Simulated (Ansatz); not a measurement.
SiGe:
Space group Pmma (No. 51); a = 3.920 Å, b = 3.926 Å, c = 5.534 Å, α = β = γ = 90.00°

```
atom  site  symmetry       x       y       z
----  ----  --------  ------  ------  ------
Si      2e       mm2  0.2500  0.0000  0.1198
Ge      2f       mm2  0.2500  0.5000  0.3692
```

Relaxed at zero pressure with the program Ansatz at the PBEsol level (PAW).

Q: The volume is lowered by 6 % and shape and atoms relax at that volume. What pressure results, and how do the axes share the change?

A: 5.8 GPa; a -2.0 %, b -2.0 %, c -2.1 %; the energy rises by 22 meV/atom.

Q: Give the new structure.

A: 
Space group Pmma (No. 51); a = 3.840 Å, b = 3.848 Å, c = 5.417 Å, α = β = γ = 90.00°

| atom | site | symmetry | x | y | z |
|---|---|---|---|---|---|
| Si | 2e | mm2 | 0.2500 | 0.0000 | 0.1199 |
| Ge | 2f | mm2 | 0.2500 | 0.5000 | 0.3690 |

The phase is kept; no other phase was compared at this pressure.

The start of the workflow was typed in or built on a structure type; neither database checked (COD, Materials Project) lists it. Whether it is the stable phase at ambient conditions was not checked. Symmetry was held in the PBEsol relaxation; of distortions, only those at the zone centre were tested.

Potentials: the later of the program's two PAW sets.
